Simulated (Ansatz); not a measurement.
MoIr (L1₀ or tetragonal B2, P4/mmm) at seven volumes, the program Ansatz at the PBE level (PAW), shape and atoms relaxed at each. One row is withheld.

| V (Å³/atom) | P (GPa) |
|---|---|
| 13.625 | 36.49 |
| 14.074 | 22.22 |
| 14.524 | 10.17 |
| 14.973 | 0.00 |
| 15.422 | ? |
| 15.871 | -15.80 |
| 16.320 | -21.87 |

Fit the shown pressures and predict the withheld one.

P = (3/2)B₀(x^(7/2) − x^(5/2))[1 + (3/4)(B′ − 4)(x − 1)] with x = (V₀/V)^(2/3). Least squares on the six rows gives V₀ = 14.974 Å³/atom, B₀ = 310 GPa, B′ = 4.65. At V = 15.422, x = 0.9805 and P = -8.53 GPa. The run itself gave -8.58 GPa.

The start of the workflow was typed in or built on a structure type; neither database checked (COD, Materials Project) lists it. COD files the formula under space group No. 51, so this cell is another polymorph or a model. Whether it is the stable phase at ambient conditions was not checked. Symmetry was held in the PBE relaxation; whether a distortion lowers the energy is not shown. No spin polarisation was allowed. Spin–orbit coupling is left out wherever it is not named.

Potentials: the earlier of the program's two PAW sets.
